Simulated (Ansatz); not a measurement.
LaCl:
```xyz
4
Lattice="2.0288 1.1713 9.3227 -2.0288 1.1713 9.3227 0.0000 -2.3426 9.3227" Properties=species:S:1:pos:R:3 pbc="T T T"
La     0.0000     0.0000     6.1214
La     0.0000     0.0000    21.8466
Cl     0.0000     0.0000    10.7871
Cl     0.0000     0.0000    17.1809
```

Relaxed with r²SCAN+D4. Special points in fractions of this cell's reciprocal vectors: Γ (0.000, 0.000, 0.000); T (0.500, 0.500, 0.500); H2 (0.823, 0.177, 0.500); H0 (0.500, -0.177, 0.177); L (0.500, 0.000, 0.000); S0 (0.339, -0.339, 0.000); S2 (0.661, 0.000, 0.339); F (0.500, 0.000, 0.500).

List the band energies nearest the Fermi level at these points for DFT-r²SCAN+D4 in the program Ansatz with PAW potentials.

In eV from the Fermi level; about four levels below and three above (degenerate sets whole), none deeper than 8.9 eV; points with the same levels are listed once.

| k | below | above |
|---|---|---|
| Γ | -4.92 -4.92 -1.30 -0.62 | 1.21 1.21 1.44 |
| T | -4.95 -4.95 -1.05 -0.72 | 1.19 1.19 1.44 |
| H2 | -5.44 -4.88 -4.86 -0.60 | 0.01 0.07 1.46 |
| L | -5.17 -4.98 -4.88 -0.84 | 0.05 0.05 0.85 |
| S0 | -5.43 -4.87 -4.86 -0.60 | 0.02 0.05 1.46 |
| F | -5.21 -4.94 -4.92 -0.96 | 0.04 0.11 1.01 |

Space group R-3m. The workflow started from an entry of the Crystallography Open Database (COD). Whether it is the stable phase at ambient conditions was not checked. The cell was relaxed with r²SCAN+D4 under the symmetry of its start; whether a distortion lowers the energy is not shown. Scalar-relativistic: spin–orbit coupling is off unless named, which matters more the heavier the elements.

Potentials: the later of the program's two PAW sets.
